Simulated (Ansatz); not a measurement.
The start is a relaxed Bi cell shaken by Gaussian noise of σ = 0.08 Å a coordinate. A full variable-cell relaxation at zero pressure is run with r2SCAN (plane waves to 500 eV, PAW, scalar-relativistic; Ansatz, a quantum-chemistry and plane-wave program). The first steps use a coarse 5×5×5 k-mesh.

The start:
```yaml
crystal:
  lattice:
    - [6.35021, 0.00000, 0.00000]
    - [0.00000, 6.35021, 0.00000]
    - [0.00000, 0.00000, 6.35021]
  atoms:
    - { symbol: Bi, position: [0.27498, 0.00972, 0.49721] }
    - { symbol: Bi, position: [0.76357, 0.02042, 0.48163] }
    - { symbol: Bi, position: [0.00254, 0.49834, 0.26395] }
    - { symbol: Bi, position: [0.01731, 0.48405, 0.74744] }
    - { symbol: Bi, position: [0.53472, 0.26643, 0.99319] }
    - { symbol: Bi, position: [0.49503, 0.75447, 0.00574] }
    - { symbol: Bi, position: [0.99635, 0.99624, 0.00072] }
    - { symbol: Bi, position: [0.50513, 0.52293, 0.50189] }
```

* **Largest initial force**: 0.39 eV/Å, on Bi4 (atoms numbered as listed)
* **Energy released**: 0.35 eV/atom
* **Volume change**: +14.8 %, from 32.01 to 36.75 Å³/atom
* **Relative to the parent**: It does not go back: it reaches R-3m (No. 166), AFLOW prototype A_hR2_166_c (A7, as in As), 0.37 eV/atom below the parent
* **Shortest distances (start → end)**: The closest pairs of elements (up to four, under 3.6 Å), start → end: Bi–Bi 3.07 → 3.07 Å
* **Band gap at the end**: zero (metallic)
* **Optimiser moves**: 16

The end point of the relaxation:

Space group R-3m, hexagonal axes (No. 166); a = 4.534 Å, b = 4.534 Å, c = 12.387 Å, α = 90.00°, β = 90.00°, γ = 120.00°

```
atom  site  symmetry       x       y       z
----  ----  --------  ------  ------  ------
Bi      6c        3m  0.0000  0.0000  0.2316
```
(The calculation used a cell of 2 atoms; values per cell refer to that cell.)

Final values are on a 12×12×12 k-mesh of the relaxed cell. No spin polarisation in the result.

Of the parent cell (Pm-3n (No. 223)): it is a generated cell of Bi: the first start was made by placing the elements on the sites of a structure type, and the end was not matched to a known phase here, so it may be hypothetical. Known forms of Bi include space group No. 166.
